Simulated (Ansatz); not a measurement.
InAs (zinc blende)

```
InAs
1.0
    0.00000     3.09316     3.09316
    3.09316     0.00000     3.09316
    3.09316     3.09316     0.00000
As In
1 1
Direct
  0.75000   0.75000   0.75000
  0.00000   0.00000   0.00000
```

Calculation: PBE (plane waves to 420 eV, PAW, scalar-relativistic; Ansatz, an electronic-structure program). Harmonic phonons by density-functional perturbation theory on a 10×10×10 k mesh, in cm⁻¹ and rounded to 5; i marks imaginary ones, q is in fractions of the reciprocal vectors of the cell shown, and the three acoustic modes at Γ are left out. At this level the bands of InAs touch or barely overlap; measurements give the solid a gap. InAs was relaxed with its symmetry unable to fall.

### Question
Does any mode at Γ, L = (0.5, 0.0, 0.0), X = (0.5, 0.5, 0.0) come out imaginary?

### Answer
No imaginary mode at these points (lowest 40 cm⁻¹ at L = (0.5, 0.0, 0.0)); other wave vectors were not tested.

### Question
Predict the phonon wavenumbers at Γ, L = (0.5, 0.0, 0.0), X = (0.5, 0.5, 0.0).

### Answer
| q | wavenumbers (cm⁻¹) |
|---|---|
| Γ | 200 (×3) |
| L = (0.5, 0.0, 0.0) | 40 (×2), 145, 190, 200 (×2) |
| X = (0.5, 0.5, 0.0) | 50 (×2), 160, 185, 200 (×2) |
